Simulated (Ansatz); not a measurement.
SiO₂: computed property card

SiO₂:
```xyz
9
Lattice="4.9478 0.0000 0.0000 -2.4739 4.2850 0.0000 0.0000 0.0000 5.4407" Properties=species:S:1:pos:R:3 pbc="T T T"
Si     2.3270     0.0000     4.5339
Si    -1.1635     2.0153     0.9068
Si     1.3104     2.2697     2.7204
O      1.3806     1.1441     3.8875
O      3.2667     0.6235     0.2604
O      2.7745     2.5173     2.0740
O     -1.0934     3.1408     5.1803
O      0.3006     1.7677     1.5532
O      0.7928     3.6614     3.3667
```

Space group P3_121 (No. 152); conventional cell a = 4.9478 Å, b = 4.9478 Å, c = 5.4407 Å, α = 90.00°, β = 90.00°, γ = 120.00°.

Method: PBEsol in the plane-wave PAW code Ansatz. The cell and atoms are relaxed at this level. Other levels are named where they apply.

### Cell and energy

Volume per atom: 12.82 Å³
Density: 2.59 g/cm³
Formation energy from the elements (no fitted shifts): -2.81 eV/atom

### Electronic structure

Band gap: 5.72 eV (indirect)
Valence-band maximum: at K
Conduction-band minimum: at Γ
Smallest direct gap on the standard path: 6.01 eV
Electron effective mass: 0.50 mₑ (isotropic)
HSE06 gap on the PBEsol cell: 7.68 eV

### Mechanics

* **Bulk modulus (Birch–Murnaghan fit)**: 31.5 GPa
* **Pressure derivative B′**: 5.9
* **Elastic constants (relaxed ions, GPa)**: C11 = 76.0, C12 = 4.8, C13 = 8.5, C14 = -17.7, C33 = 93.4, C44 = 53.3
* **Mechanical stability**: stable (all eigenvalues of C positive)
* **Hill bulk and shear moduli**: 31.9 and 39.7 GPa
* **Young's modulus**: 84.2 GPa
* **Poisson's ratio**: 0.06
* **Debye temperature from the elastic constants**: 542 K
* **Piezoelectric stress constants (proper, relaxed ions, C/m²)**: e11 = 0.17, e12 = e26 = -0.17, e14 = -0.04, e25 = 0.04

### Dielectric response

- Electronic dielectric constant ε∞ (DFPT) = 2.49 (xx = yy), 2.52 (zz)
- Static dielectric constant ε0 (ions relaxed, cell fixed) = 4.62 (xx = yy), 4.85 (zz)
- Born charges (a third of the trace) = Si +3.37, O -1.68 e
- Largest static χ(2) component = 0.94 pm/V

### Phonons

- Highest zone-centre frequency (without LO–TO term) = 1134 cm^-1
- Zone-centre stability = no imaginary mode at Γ

Symmetry was held in the PBEsol relaxation. Signs of piezoelectric constants follow the polarity of the cell as given. The references are the lowest solids computed at this level, not always the standard phases (solids in place of the gases).

Potentials: the later of the program's two PAW sets.
